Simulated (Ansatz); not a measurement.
## What a change of settings does: LuSb (CsCl type)

First run: DFT, PBEsol, all-electron LAPW, scalar-relativistic (Ansatz 0.2.0).

Command: `ansatz run input.yaml --threads 1 --pin off --max-ram 2048MiB --backend cpu --events-out ev --progress --plain --runs-dir out` It took 32 s on 1 thread of Arm Neoverse V1, with other jobs on the host, peak memory 0.42 GiB.

```yaml
crystal:
  lattice:
    - [3.1865982036, 0.0, 0.0]
    - [0.0, 3.1865982036, 0.0]
    - [0.0, 0.0, 3.1865982036]
  atoms:
    - { symbol: Lu, position: [0.0, 0.0, 0.0] }
    - { symbol: Sb, position: [0.5, 0.5, 0.5] }
kpoints:
  mp_grid: { grid: [11, 11, 11] }
scf:
  occupations: { method: fermi_dirac, width: 0.05 }
hamiltonian:
  xc: pbesol
  pseudopotentials: { kind: all_electron, lapw: { basis_error: 0.001 } }
output:
  forces: true
  stress: true
  eigenvalues: true
  populations: true
```

The cell comes from a relaxation on PAW files under the same functional, begun from a prototype that needn't be the stable phase.

This run: volume at 0.65 of the series' base cell.

It converges in 10 SCF iterations at a pressure of 71.1 GPa.

A second input differs as follows:

```diff
   atoms:
-    - { symbol: Lu, position: [0.0, 0.0, 0.0] }
+    - { symbol: LUx, position: [0.0, 0.0, 0.0] }
   occupations: { method: fermi_dirac, width: 0.05 }
+  max_iter: 50
 hamiltonian:
```

Task: What is wrong with it, and what does the program do?

Result: The change was made to test an unknown element. The run is refused before any iteration. The log ends:
```
Error: YAML parse error: error: line 7 column 17: `LUx` is not an element symbol (H … Og, case-exact)
 --> <input>:7:17
  |
5 |     - [0.0, 0.0, 3.1865982036]
6 |   atoms:
7 |     - { symbol: LUx, position: [0.0, 0.0, 0.0] }
  |                 ^ `LUx` is not an element symbol (H … Og, case-exact)
8 |     - { symbol: Sb, position: [0.5, 0.5, 0.5] }
9 | kpoints:
  |
```
